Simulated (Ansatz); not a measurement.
VIr3 (Cu3Au type, Pm-3m), DFT-PBE in the program Ansatz with PAW potentials, all energies at zero smearing, with the estimated change up to a 700 eV cutoff added, with one set of potentials and settings (totals compare only within such a set). Cell of 4 atoms (1 V, 3 Ir): -38720.298 eV.

```json
[
 {"element": "V", "reference phase": "Im-3m, 1 atoms in the cell", "E (eV/atom)": "-2912.4140"},
 {"element": "Ir", "reference phase": "Fm-3m, 1 atoms in the cell", "E (eV/atom)": "-11935.3137"}
]
```

Formation energy per atom, worked out: (-38720.298 − 1×(-2912.4140) − 3×(-11935.3137))/4 = -0.486 eV/atom (-47 kJ per mol of atoms), at 0 K, without zero-point energy or fitted corrections.

The workflow started from an entry of the Crystallography Open Database (COD). Whether it is the stable phase at ambient conditions was not checked. The cell was relaxed with PBE under the symmetry of its start; whether a distortion lowers the energy is not shown. The workflow began spin-polarised and lost its moments. The references are the lowest solids computed at this level, not always the standard phases. Scalar-relativistic: spin–orbit coupling is off unless named, which matters more the heavier the elements.

Potentials: the later of the program's two PAW sets.
